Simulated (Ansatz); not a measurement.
Input:

Ge3Pt2:
Space group Pnma (No. 62); a = 16.3970 Å, b = 3.4567 Å, c = 6.2110 Å, α = β = γ = 90.00°

| atom | site | symmetry | x | y | z |
|---|---|---|---|---|---|
| Ge | 4c | .m. | 0.0707 | 0.7500 | 0.4377 |
| Ge | 4c | .m. | 0.2318 | 0.2500 | 0.6597 |
| Ge | 4c | .m. | 0.1116 | 0.2500 | 0.9113 |
| Pt | 4c | .m. | 0.1705 | 0.2500 | 0.2919 |
| Pt | 4c | .m. | 0.4933 | 0.2500 | 0.3036 |

This is the r²SCAN-relaxed structure.

Problem. All from r²SCAN in the plane-wave PAW code Ansatz, unless another level is named. Predict the electronic character.

Solution. metallic (no gap).

Problem. Give the density of states at the Fermi level.

Solution. 0.22 states/eV per atom (mean over ±0.08 eV).

Problem. What about the formation energy from the elements (no fitted shifts)?

Solution. -0.41 eV/atom.

The workflow started from a Materials Project entry (that database holds measured and hypothetical structures alike); the Crystallography Open Database copy checked does not list it. Its standing as an ambient phase is unchecked. The r²SCAN relaxation kept the symmetry of its start; whether a distortion lowers the energy is not shown. No spin polarisation was allowed. The references are the lowest solids computed at this level, not always the standard phases. Scalar-relativistic: spin–orbit coupling is off unless named, which matters more the heavier the elements.

Potentials: the later of the program's two PAW sets.
